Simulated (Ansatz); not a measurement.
AlAu:
```cif
data_Al4Au4
_chemical_formula_sum 'Al4 Au4'
_space_group_name_H-M_alt 'P21/m'
_space_group_IT_number 11
_space_group_name_Hall '-P 2yb'
_cell_length_a 6.30862
_cell_length_b 3.35749
_cell_length_c 6.39447
_cell_angle_alpha 90.000
_cell_angle_beta 93.072
_cell_angle_gamma 90.000
loop_
_atom_site_label
_atom_site_type_symbol
_atom_site_symmetry_multiplicity
_atom_site_Wyckoff_symbol
_atom_site_fract_x
_atom_site_fract_y
_atom_site_fract_z
_atom_site_occupancy
Al1 Al 2 e 0.45436 0.25000 0.17961 1
Al2 Al 2 e 0.08298 0.25000 0.68156 1
Au1 Au 2 e 0.69100 0.25000 0.52682 1
Au2 Au 2 e 0.18641 0.75000 0.00642 1
```

Relaxed at zero pressure with PBEsol in the plane-wave PAW code Ansatz.

Problem. The volume is raised by 3 % and shape and atoms relax at that volume. What pressure results, and how do the axes share the change?

Solution. -3.2 GPa; a 0.4 %, b 2.0 %, c 0.6 %; the energy rises by 5 meV/atom.

Problem. Give the new structure.

Solution. 
Space group P2₁/m (No. 11); a = 6.3311 Å, b = 3.4256 Å, c = 6.4301 Å, α = 90.00°, β = 92.65°, γ = 90.00°

| atom | site | symmetry | x | y | z |
|---|---|---|---|---|---|
| Al | 2e | m | 0.4493 | 0.2500 | 0.1797 |
| Al | 2e | m | 0.0821 | 0.2500 | 0.6816 |
| Au | 2e | m | 0.6908 | 0.2500 | 0.5230 |
| Au | 2e | m | 0.1869 | 0.7500 | 0.0055 |

The phase is kept; no other phase was compared at this pressure.

Space group P2_1/m. The workflow started from a Materials Project entry (that database holds measured and hypothetical structures alike); the Crystallography Open Database copy checked does not list it. Whether it is the stable phase at ambient conditions was not checked. The cell was relaxed with PBEsol under the symmetry of its start; whether a distortion lowers the energy is not shown. Axis ratios of metals converge slowly with the k-mesh, so a and c are less sure than the volume. Spin–orbit coupling is left out wherever it is not named.

Potentials: the later of the program's two PAW sets.
